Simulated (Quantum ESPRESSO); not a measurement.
# AlSi3NC3: convergence and cost over cutoff and k mesh

Simulated, not a measurement. The program is pw.x of Quantum ESPRESSO 7.5 (plane-wave density functional theory). The cell is made up: 8 atoms on a wurtzite lattice, with randomly drawn elements, strain and displacements, not relaxed. PseudoDojo standard norm-conserving files (v0.5 for PBE, v0.4.1 for LDA and PBEsol) set the functional; there is no spin polarisation, spin-orbit coupling or dispersion term, and the masses in the input are unused placeholders.

Input of the run in row 4:

```
&control calculation='scf', pseudo_dir='./dojo.nc.sr.pbe.v0_5.standard.upf', outdir='./o', disk_io='medium', tprnfor=.true., tstress=.true. /
&system ibrav=0, nat=8, ntyp=4, nbnd=22, ecutwfc=84.00895049, nosym=.true., tot_charge=0,
 occupations='smearing', smearing='fd', degauss=0.0018374661
/
&electrons conv_thr=7.350e-09, electron_maxstep=60, /
ATOMIC_SPECIES
Al 1.0 Al.upf
C 1.0 C.upf
N 1.0 N.upf
Si 1.0 Si.upf
CELL_PARAMETERS angstrom
3.087 -0.0047 -0.0068
-0.0081 5.3525 0.0322
-0.0111 0.0304 4.9855
ATOMIC_POSITIONS angstrom
Al 0.0241 0.0654 -0.0364
Si 1.6388 2.793 -0.1741
Si 1.6651 0.7939 2.5623
Si -0.1094 3.5206 2.4463
N -0.1115 -0.0146 1.8958
C 1.594 2.5595 1.8974
C 1.5257 0.9893 4.5201
C 0.1034 3.5444 4.3989
K_POINTS automatic
6 4 4 1 1 1
```

The same cell was run at these settings. Meshes are shifted by half a step, and differences are from the last row, which is itself not exact.

| cutoff (eV) | k mesh | k points solved | threshold (eV) | free energy less the last row's (eV) | pressure (GPa) | largest stress difference (GPa) | largest force difference (eV/Å) | iterations | wall time (s) | k-point pools | processor |
| --- | --- | --- | --- | --- | --- | --- | --- | --- | --- | --- | --- |
| 800 | 2 x 2 x 2 | 4 | 1e-04 | -0.708 | 8.02 | 8.36 | 0.629 | 8 | 16 | 1 | AMD EPYC, Zen 5 class |
| 1143 | 2 x 2 x 2 | 4 | 1e-07 | -0.948 | 10.70 | 5.74 | 0.627 | 13 | 36 | 1 | AMD EPYC, Zen 5 class |
| 736 | 6 x 4 x 4 | 48 | 1e-07 | 0.488 | 6.34 | 4.79 | 0.010 | 12 | 119 | 1 | AMD EPYC, Zen 5 class |
| 1143 | 6 x 4 x 4 | 48 | 1e-07 | 0.000 | 11.10 | 0.07 | 0.005 | 12 | 240 | 1 | AMD EPYC, Zen 5 class |
| 1437 | 8 x 6 x 6 | 144 | 1e-07 | 0.000 | 11.11 | 0.00 | 0.000 | 12 | 754 | 1 | AMD EPYC, Zen 5 class |

Each pool is one process. Wall times include start-up and a band step at six k points, which weighs most on the coarsest meshes. The runs were on shared virtual cores whose load varied, so times are rough.